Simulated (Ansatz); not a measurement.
A geometry of ZrPbO3 away from equilibrium: step 6 of the relaxation of a generated trial cell of ZrPbO3 in the LiNbO3 structure type. Level of theory: r2SCAN (plane waves to 500 eV, PAW, scalar-relativistic; Ansatz, a first-principles code). Γ-centred k-mesh 5×5×5 on the run's cell (coarser than for final values), Fermi–Dirac smearing 0.05 eV. The plane waves were selected for a different cell earlier on the path.

```
CELL_PARAMETERS angstrom
      2.93551     1.69482     4.81971
     -2.93551     1.69482     4.81971
      0.00000    -3.38963     4.81971
ATOMIC_POSITIONS crystal
  Pb 0.71556 0.71556 0.71556
  Pb 0.21556 0.21556 0.21556
  Zr 0.98735 0.98735 0.98735
  Zr 0.48735 0.48735 0.48735
  O  0.79556 0.26239 0.68885
  O  0.26239 0.68885 0.79556
  O  0.68885 0.79556 0.26239
  O  0.29556 0.18885 0.76239
  O  0.18885 0.76239 0.29556
  O  0.76239 0.29556 0.18885
```

Task: Give the Cartesian forces on all atoms (eV/Å).

Result: 
```
atom     Fx     Fy     Fz
----  -----  -----  -----
Pb1    0.00   0.00   0.06
Pb2    0.00   0.00   0.06
Zr3    0.00   0.00  -0.37
Zr4    0.00   0.00  -0.37
O5     0.01  -0.06   0.10
O6    -0.05   0.02   0.10
O7     0.04   0.03   0.10
O8    -0.04   0.03   0.10
O9     0.05   0.02   0.10
O10   -0.01  -0.06   0.10
```

The path ends in R3c (No. 161). No spin polarisation in the result.

The run could not lose the symmetry of its start; a randomly shaken copy of 10 atoms returns to this structure.

The end of the path is a generated cell of ZrPbO3: the first start was made by placing the elements on the sites of a structure type, and the end was not matched to a known phase here, so it may be hypothetical.
